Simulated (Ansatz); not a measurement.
TiO:
```
TiO
1.0
    4.64617     2.06449     0.00000
   -4.64617     2.06449     0.00000
   -1.74765     0.00000     5.56873
Ti O
5 5
Direct
  0.00000   0.00000   0.50000
  0.34124   0.65876   0.17736
  0.65876   0.34124   0.82264
  0.35508   0.64492   0.67224
  0.64492   0.35508   0.32776
  0.17423   0.82577   0.34686
  0.82577   0.17423   0.65314
  0.17655   0.82345   0.83093
  0.82345   0.17655   0.16907
  0.50000   0.50000   0.00000
```

Relaxed with r²SCAN.

### Question
Give the Bader charges and basin volumes of the independent atoms, r²SCAN in the plane-wave PAW code Ansatz.

### Answer


| atom | Bader charge (e) | Bader volume (Å³) |
|---|---|---|
| Ti1 | +1.04 | 11.3 |
| Ti2 | +1.50 | 9.6 |
| Ti4 | +1.46 | 9.6 |
| O6 | -1.41 | 11.1 |
| O8 | -1.40 | 11.3 |
| O10 | -1.34 | 12.3 |

Space group C2/m. The workflow started from an entry of the Crystallography Open Database (COD), which files this formula under 2 space groups. Its standing as an ambient phase is unchecked. Symmetry was held in the r²SCAN relaxation; whether a distortion lowers the energy is not shown. No spin polarisation was allowed.

Potentials: the later of the program's two PAW sets.
